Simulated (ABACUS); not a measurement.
A self-consistent single point of Al (Fm-3m, 1 atom in the cell; from Materials Project mp-134) with ABACUS.

All values come from this method and carry its errors: LDA (PW92), numerical atomic orbitals DZP (confined pseudo-atomic orbitals with Gaussian additions; energy shift 0.01 Ry), PseudoDojo 0.4 standard norm-conserving LDA (tails mended) pseudopotentials (ABACUS).

```
Al
1.0
    0.00000     2.01946     2.01946
    2.01946     0.00000     2.01946
    2.01946     2.01946     0.00000
Al
1
Cartesian
  0.00000   0.00000   0.00000
```

Reference input (self-consistent single point, DFT, LDA (PW92), numerical atomic orbitals DZP (confined pseudo-atomic orbitals with Gaussian additions; energy shift 0.01 Ry), PseudoDojo 0.4 standard norm-conserving LDA (tails mended) pseudopotentials): basis = DZP numerical atomic orbitals, energy shift 0.01 Ry; KPT = Gamma 18 18 18 0 0 0; basis_type = lcao; dft_functional = PWLDA; ecutwfc = 100 Ry; smearing_method = fd; smearing_sigma = 0.00734986 Ry; potentials = PseudoDojo 0.4 standard norm-conserving LDA (tails mended); symmetry = 1; symmetry_prec = 1e-05; ks_solver = scalapack_gvx; scf_nmax = 100. This run's input differs from it in these lines:

```diff
@@ -11,3 +11,3 @@
 smearing_method      fd
-smearing_sigma       0.00734986
+smearing_sigma       0.00220496
 ks_solver            scalapack_gvx
```

Output, abridged:

```
 SELF-CONSISTENT
 -------------------------------------------

                  longest orb rcut (Bohr) = 8
   longest nonlocal projector rcut (Bohr) = 1.78
                     search radius (Bohr) = 19.6

                          real space grid = [ 36, 36, 36 ]
                                 init_chg = atomic

 LCAO ALGORITHM --------------- ION=   1  ELEC=   1--------------------------------

 Density error is 0.0972828622232
 E_KohnSham     -4.7194256746        -64.2110804623
 E_Fermi        0.5734507547         7.8021977858

 LCAO ALGORITHM --------------- ION=   1  ELEC=   2--------------------------------

   [... lines left out ...]
 E_Fermi        0.5712980788         7.7729091280

   [... 3 blocks of this kind left out ...]

 LCAO ALGORITHM --------------- ION=   1  ELEC=   6--------------------------------

 Density error is 1.46256095035e-07
 E_KohnSham     -4.7193466697        -64.2100055448
 E_Fermi        0.5707378543         7.7652868826

 LCAO ALGORITHM --------------- ION=   1  ELEC=   7--------------------------------

 Density error is 3.50847290863e-09
 E_KohnSham     -4.7193466697        -64.2100055448
 E_KS(sigma->0) -4.7192770094        -64.2090577684
 E_entropy(-TS) -0.0001393205        -0.0018955527
 E_Fermi        0.5707378576         7.7652869275
 charge density convergence is achieved
 final etot is -64.210005545 eV
 EFERMI = 7.7652869275 eV

 STATE ENERGY(eV) AND OCCUPATIONS    NSPIN == 1
   [... 9 lines left out ...]

 TOTAL-FORCE (eV/Angstrom)
                       Al1         0.0000000000         0.0000000000         0.0000000000

 TOTAL-STRESS (KBAR)
       -32.4168832769         0.0000000000        -0.0000000000
         0.0000000000       -32.4168832769        -0.0000000000
        -0.0000000000        -0.0000000000       -32.4168832769
 TOTAL-PRESSURE: -32.416883 KBAR

 --------------------------------------------
 !FINAL_ETOT_IS -64.2100055447604348 eV
 --------------------------------------------
```

The run converged in 7 iterations. Against the reference run the free energy rises by 7.1 meV/atom and the pressure hardly changes (-3.31 to -3.24 GPa).

The atom-centred basis is finite, which shifts total energies and pressures against plane waves. This run is one point of a test of settings, so its values need not be converged; read them against the reference run alone. The structure comes from a collection of computed structures, made at another level of theory; the collection holds predicted forms beside known ones.

The atomic orbitals were generated for these runs; they are not ABACUS's published sets and were checked against plane waves on a few crystals only.

“Tails mended”: in these copies of the files the far tail of each local potential was reset to the Coulomb form.
